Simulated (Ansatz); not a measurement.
BN:
```cif
data_B4N4
_chemical_formula_sum 'B4 N4'
_space_group_name_H-M_alt 'P63mc'
_space_group_IT_number 186
_space_group_name_Hall 'P 6c -2c'
_cell_length_a 2.54801
_cell_length_b 2.54801
_cell_length_c 8.37529
_cell_angle_alpha 90.000
_cell_angle_beta 90.000
_cell_angle_gamma 120.000
loop_
_atom_site_label
_atom_site_type_symbol
_atom_site_symmetry_multiplicity
_atom_site_Wyckoff_symbol
_atom_site_fract_x
_atom_site_fract_y
_atom_site_fract_z
_atom_site_occupancy
B1 B 2 a 0.00000 0.00000 0.49977 1
B2 B 2 b 0.33333 0.66667 0.25047 1
N1 N 2 a 0.00000 0.00000 0.31317 1
N2 N 2 b 0.33333 0.66667 0.06222 1
```

Relaxed with r²SCAN.

**Question.** Give the optical modes at the zone centre with their infrared and Raman activity from DFPT, r²SCAN in the plane-wave PAW code Ansatz.

**Answer.** Transverse frequencies, without the LO–TO term; a row sums one degenerate level.

| ω (cm⁻¹) | degeneracy | IR ((D/Å)²/amu) | Raman (Å⁴/amu) | activity | symmetry |
|---|---|---|---|---|---|
| 350 | 2 | 0.00 | 0 | silent | E2 |
| 360 | 2 | 0.00 | 0.14 | Raman | E2 |
| 493 | 2 | 0.00 | 0 | silent | E1 |
| 636 | 1 | 0.00 | 0 | silent | B1 |
| 643 | 1 | 0.00 | 0 | silent | B1 |
| 967 | 2 | 0.67 | 0.40 | IR+Raman | E1 |
| 973 | 1 | 2.61 | 2.0 | IR+Raman | A1 |
| 998 | 2 | 0.00 | 24 | Raman | E2 |
| 1020 | 2 | 0.00 | 1.2 | Raman | E2 |
| 1036 | 1 | 57.75 | 32 | IR+Raman | A1 |
| 1051 | 2 | 114.41 | 15 | IR+Raman | E1 |
| 1151 | 1 | 0.06 | 0.059 | IR+Raman | A1 |
| 1248 | 1 | 0.00 | 0 | silent | B1 |
| 1262 | 1 | 0.00 | 0 | silent | B1 |

**Question.** How high does the top mode go among those that the LO–TO term moves?

**Answer.** 1301 cm⁻¹ for q along x, 1301 cm⁻¹ for q along y, 1294 cm⁻¹ for q along z.

Space group P6_3mc. The cell is a constructed one: a structure type filled with these elements. Its sites differ from those of the usual phase in this space group: another stacking or structure type. The cell was relaxed with r²SCAN under the symmetry of its start; phonons on a q-mesh show no instability.

Potentials: the later of the program's two PAW sets.
